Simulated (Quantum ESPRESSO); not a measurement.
**Electric field gradients in Mg2NCl**

```xyz
4
Lattice="1.6607 0.9588 6.0030 -1.6607 0.9588 6.0030 0.0000 -1.9176 6.0030" Properties=species:S:1:pos:R:3 pbc="T T T"
Mg     0.0000     0.0000     4.0127
Mg     0.0000     0.0000    13.9962
N      0.0000     0.0000     9.0045
Cl     0.0000     0.0000     0.0000
```
Geometry: a computed entry of the Materials Project; it was not checked against measured cells. It is Mg2NCl in R-3m; whether this form has been observed was not checked. Stability against distortions was not tested. Forces on the atoms reach 0.13 eV/Å at this level.

Principal values are ordered |Vxx| ≤ |Vyy| ≤ |Vzz|, η = (Vxx − Vyy)/Vzz, and C_Q = eQVzz/h is given by its size. Cores are frozen. Against all-electron runs on small test molecules, this scheme's |Vzz| missed by under 1 % on N, −3 to −9 % on Cl. Mg had no test against all-electron runs. The structure is static (0 K, no zero-point motion).

Quadrupole moments taken as inputs (sizes, barn, from the tables of PySCF and pymatgen): ²⁵Mg 0.199, ¹⁴N 0.0204, ³⁵Cl 0.0817.

### Question
What do the calculations give at each independent site (field gradients by the PAW reconstruction of the field gradient on a scalar-relativistic PBE ground state (a modified build of Quantum ESPRESSO, JTH datasets), 25 Ha, k-mesh 8×8×8 through Γ)?

### Answer
```csv
site,site symmetry,Vzz (10²¹ V/m²),η_Q,∣C_Q∣ (MHz)
"Mg (atoms 1, 2)",3m,1.99,0.00,9.60 (²⁵Mg)
N (atom 3),-3m,1.02,0.00,0.50 (¹⁴N)
Cl (atom 4),-3m,5.81,0.00,11.5 (³⁵Cl)
```
